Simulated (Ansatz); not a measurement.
An Ansatz (a quantum-chemistry and plane-wave program) input:

Ansatz 0.2 input:
```yaml
crystal:
  lattice:
    - [2.9558718788, 1.7065734249, 4.8997488367]
    - [-2.9558718788, 1.7065734249, 4.8997488367]
    - [0.0, -3.4131468498, 4.8997488367]
  atoms:
    - { symbol: Pb, position: [0.2877747798, 0.2877747798, 0.2877747798] }
    - { symbol: Pb, position: [0.7877747798, 0.7877747798, 0.7877747798] }
    - { symbol: Zr, position: [0.0149478473, 0.0149478473, 0.0149478473] }
    - { symbol: Zr, position: [0.5149478473, 0.5149478473, 0.5149478473] }
    - { symbol: O, position: [0.2975954654, 0.7353288013, 0.2146431061] }
    - { symbol: O, position: [0.2146431061, 0.2975954654, 0.7353288013] }
    - { symbol: O, position: [0.7353288013, 0.2146431061, 0.2975954654] }
    - { symbol: O, position: [0.2353288013, 0.7975954654, 0.7146431061] }
    - { symbol: O, position: [0.7146431061, 0.2353288013, 0.7975954654] }
    - { symbol: O, position: [0.7975954654, 0.7146431061, 0.2353288013] }
kpoints:
  mp_grid: { grid: [5, 5, 5] }
  band_path:
    path:
      - [[0.0, 0.0, 0.0], [0.5, 0.5, 0.5], [0.7524589354, 0.2475410646, 0.5]]  # Γ-T-H_2
      - [[0.5, -0.2475410646, 0.2475410646], [0.5, 0.0, 0.0], [0.0, 0.0, 0.0], [0.3737705323, -0.3737705323, 0.0]]  # H_0-L-Γ-S_0
      - [[0.6262294677, 0.0, 0.3737705323], [0.5, 0.0, 0.5], [0.0, 0.0, 0.0]]  # S_2-F-Γ
      - [VBM, CBM]
    npoints: 10
basis: { xc_grid: 2 }
hamiltonian:
  xc: pbe
  pseudopotentials: { azcp: { folder: ./paw }, kind: paw_fr }
magnetization: { noncollinear: true, spin_orbit: true }
scf:
  n_extra_bands: 20
  convergence: { dr2_threshold: 0.0000000001 }
  occupations: { method: gaussian, width: 0.01 }
checkpoint: { write: soc.run }
output: { eigenvalues: true }
```

Q: How many symmetry operations and irreducible k-points will the run report?

A: 6 operations, 19 of 125 k-points.

Q: With a cutoff of 420 eV, how many plane waves at Γ?

A: 2891.

It took around 9 core-minutes (rough) on shared server cores.

Space group R3c. The start of the workflow was typed in or built on a structure type; neither database checked (COD, Materials Project) lists it. COD files the formula under space group No. 38, 55. Whether it is the stable phase at ambient conditions was not checked. The PBE relaxation kept the symmetry of its start; its stability against distortions is not shown here. No spin polarisation was allowed.

Potentials: the earlier of the program's two PAW sets.

Ansatz is a plane-wave DFT program.
